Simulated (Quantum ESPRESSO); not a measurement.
```cif
data_AgNO3
_chemical_formula_sum 'N1 O3 Ag1'
_space_group_name_H-M_alt 'P 1'
_space_group_IT_number 1
_cell_length_a 4.07337
_cell_length_b 4.07337
_cell_length_c 4.07337
_cell_angle_alpha 78.423
_cell_angle_beta 78.423
_cell_angle_gamma 78.423
loop_
_space_group_symop_operation_xyz
  'x, y, z'
loop_
_atom_site_label
_atom_site_type_symbol
_atom_site_fract_x
_atom_site_fract_y
_atom_site_fract_z
_atom_site_occupancy
N1 N 0.57549 0.57549 0.57549 1
O1 O 0.43617 0.43617 0.86140 1
O2 O 0.86140 0.43617 0.43617 1
O3 O 0.43617 0.86140 0.43617 1
Ag1 Ag 0.99214 0.99214 0.99214 1
```

Cell and atoms were relaxed with PBE+D3(BJ) from Materials Project entry mp-8196, within its symmetry.

Problem. What does norm-conserving PBEsol (Quantum ESPRESSO, 84 Ry, scalar-relativistic) give for the electronic structure near the Fermi level?

Solution. The PBEsol gap is indirect, 1.59 eV, from L to Z; the smallest direct gap is 2.14 eV. Spin-orbit splittings are left out.
